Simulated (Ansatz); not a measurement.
# Stress against strain in SrTiO$_{3}$

```xyz
5
Lattice="3.9050 0.0000 0.0000 0.0000 3.9050 0.0000 0.0000 0.0000 3.9050" Properties=species:S:1:pos:R:3 pbc="T T T"
Sr    0.0000    0.0000    0.0000
Ti    1.9525    1.9525    1.9525
O     0.0000    1.9525    1.9525
O     1.9525    0.0000    1.9525
O     1.9525    1.9525    0.0000
```

Atoms are numbered in the order listed.

The cell is COD entry 7212245, as deposited and not checked against the literature; nothing was relaxed.

Level of theory: DFT, PBEsol, all-electron LAPW, scalar-relativistic (Ansatz 0.2.0).

The runs use a Γ-centred 7×7×7 k mesh, Fermi–Dirac smearing of 0.05 eV, basis error target 1 meV/atom, no spin polarisation.

The strain is applied along the Cartesian axes of the cell as listed (the other components stay zero). Fractional coordinates are held (clamped ions).

σ is the change of stress from the unstrained cell, which is at -1.96 GPa; tension is positive, so slopes are stress–strain coefficients at that pressure.

Only quantities that a quadratic follows smoothly over the whole series are listed; rougher ones are left out.

| εzz | σzz (GPa) | σxx (GPa) |
| --- | --- | --- |
| -0.0300 | -11.76 | -3.20 |
| -0.0200 | -7.43 | -2.08 |
| -0.0100 | -3.52 | -1.02 |
| 0.0000 | 0.00 | 0.00 |
| 0.0100 | 3.16 | 0.97 |
| 0.0300 | 8.51 | 2.76 |

Q: Fit the series and read off the stiffness at zero strain.

A: Least-squares fits y = p0 + p1 x + p2 x² to the rows give σzz (GPa): p1 = 337, p2 = -1800; σxx (GPa): p1 = 99.3, p2 = -240. So C11 = 337 GPa and C12 = 99 GPa, which gives B = (C11 + 2 C12)/3 = 178 GPa.

Q: One run, at εzz = 0.0200, is withheld. Predict its row.

A: The fits give 6.03, 1.89; the run gave 5.98, 1.89.
